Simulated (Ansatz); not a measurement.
Consider the following.

GaBi:
```yaml
crystal:
  lattice:
    - [0.00000, 2.94295, 2.94295]
    - [2.94295, 0.00000, 2.94295]
    - [2.94295, 2.94295, 0.00000]
  atoms:
    - { symbol: Ga, position: [0.50000, 0.50000, 0.50000] }
    - { symbol: Bi, position: [0.00000, 0.00000, 0.00000] }
```

This is the PBEsol-relaxed structure.

**Question.** All from plane-wave PAW PBEsol (Ansatz code), unless another level is named. Predict the highest zone-centre frequency.

**Answer.** 111 cm⁻¹.

**Question.** And the bulk modulus (Birch–Murnaghan fit)?

**Answer.** 56.3 GPa.

Space group Fm-3m (rock salt). The cell is a constructed one: a structure type filled with these elements; neither database checked (COD, Materials Project) lists it. Whether it is the stable phase at ambient conditions was not checked. The cell was relaxed with PBEsol under the symmetry of its start; of distortions, only those at the zone centre were tested. As this level gives no gap, phonon frequencies hold no LO–TO term and depend on the k-mesh and smearing (Fermi–Dirac, 0.1 eV here). Scalar-relativistic: spin–orbit coupling is off unless named, which matters more the heavier the elements.

Potentials: the later of the program's two PAW sets.
